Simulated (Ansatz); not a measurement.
One crystal and one scan (scan of one atom of the cell) at two levels, PBE (plane waves to 420 eV, PAW, scalar-relativistic; Ansatz, a first-principles code) and r2SCAN (plane waves to 500 eV, PAW, scalar-relativistic; Ansatz), each from its own relaxed cell and on its own mesh. The cell shown is that of PBE.

Mo (bcc, W type)

```yaml
crystal:
  lattice:
    - [-3.16074, 3.16074, 3.16074]
    - [1.58037, -1.58037, 1.58037]
    - [1.58037, 1.58037, -1.58037]
  atoms:
    - { symbol: Mo, position: [0.00000, 0.00000, 0.00000] }
    - { symbol: Mo, position: [0.50000, 0.00000, 0.00000] }
```

In each cell atom 1 (Mo, nearest neighbour Mo at 2.737 Å; its periodic images, 2.7 Å or more away, move with it) moves by s·(0.707, 0.707, 0.000) (along Cartesian [110]), the rest being held.

Energies are smeared free energies. Mo is run without spin polarisation. Mo was relaxed with its symmetry unable to fall. (r2SCAN) On this mesh the relaxed cell isn't quite at rest: it carries a pressure of 0.1 GPa (compression positive) at the zero of the scan. With partly filled bands, energies and forces of such displacements shift with the k mesh and the smearing. Percentages come from the unrounded values. Both scans cover s from -0.270 to 0.270 Å.

Results of PBE:

| Quantity | Result |
|---|---|
| Lattice constant a (Å) | 3.161 |
| Energy at s = 0.270 Å (meV/cell) | 239 |
| Force along the line at s = -0.270 Å (eV/Å) | 1.810 |
| Force constant k = d²E/ds² at s = 0 (finite differences) (eV/Å²) | 6.34 |
| Symmetry of the curve | even: the same for both signs |
| Shape of the curve | a single well with its minimum at or next to zero displacement |

**Question.** Estimate the r2SCAN values.

**Answer.** 
| quantity | r2SCAN | PBE − r2SCAN |
|---|---|---|
| Lattice constant a (Å) | 3.151 | +0.010 (+0.3 %) |
| Energy at s = 0.270 Å (meV/cell) | 256 | -17 (-7 %) |
| Force along the line at s = -0.270 Å (eV/Å) | 1.940 | -0.130 (-6.7 %) |
| Force constant k = d²E/ds² at s = 0 (finite differences) (eV/Å²) | 6.81 | -0.47 (-6.8 %) |

PBE gives the higher value for: lattice constant a. PBE gives the lower value for: energy at s = 0.270 Å; force along the line at s = -0.270 Å; force constant k = d²E/ds² at s = 0. Both give the same symmetry of the curve: even: the same for both signs. Neither level is exact: the differences show how much the result hangs on the functional.

(For displaced atoms, the force is minus the slope of the energy, and its curvature is a force constant, which sets phonon frequencies.)
